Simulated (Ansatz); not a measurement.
The end of the path is a generated cell of H2: the first start was made by placing the elements on the sites of a structure type, and the end was not matched to a known phase here, so it may be hypothetical.

A geometry of H2 away from equilibrium: the start of the relaxation of a generated trial cell of H2 in the AFLOW prototype A_cP8_205_c. These are r2SCAN (plane waves to 500 eV, PAW, scalar-relativistic; Ansatz, a program for electronic structure) values and carry that method's errors. Γ-centred k-mesh 6×6×6 on the run's cell (coarser than for final values), Fermi–Dirac smearing 0.05 eV.

```xyz
8
Lattice="4.0193 0.0000 0.0000 0.0000 4.0193 0.0000 0.0000 0.0000 4.0193" Properties=species:S:1:pos:R:3 pbc="T T T"
H      0.2238     0.2238     0.2238
H      2.2335     1.7858     3.7955
H      3.7955     2.2335     1.7858
H      1.7858     3.7955     2.2335
H      3.7955     3.7955     3.7955
H      1.7858     2.2335     0.2238
H      0.2238     1.7858     2.2335
H      2.2335     0.2238     1.7858
```

Question: Give the Cartesian forces on all atoms (eV/Å).

Answer: 
| atom | Fx | Fy | Fz |
|---|---|---|---|
| H1 | -0.63 | -0.63 | -0.63 |
| H2 | -0.63 | 0.63 | 0.63 |
| H3 | 0.63 | -0.63 | 0.63 |
| H4 | 0.63 | 0.63 | -0.63 |
| H5 | 0.63 | 0.63 | 0.63 |
| H6 | 0.63 | -0.63 | -0.63 |
| H7 | -0.63 | 0.63 | -0.63 |
| H8 | -0.63 | -0.63 | 0.63 |

Question: What is the pressure?

Answer: -1.2 GPa, compression positive.

No spin polarisation in the result.

The run could not lose the symmetry of its start: the end is stationary, and may be a saddle point rather than a minimum.
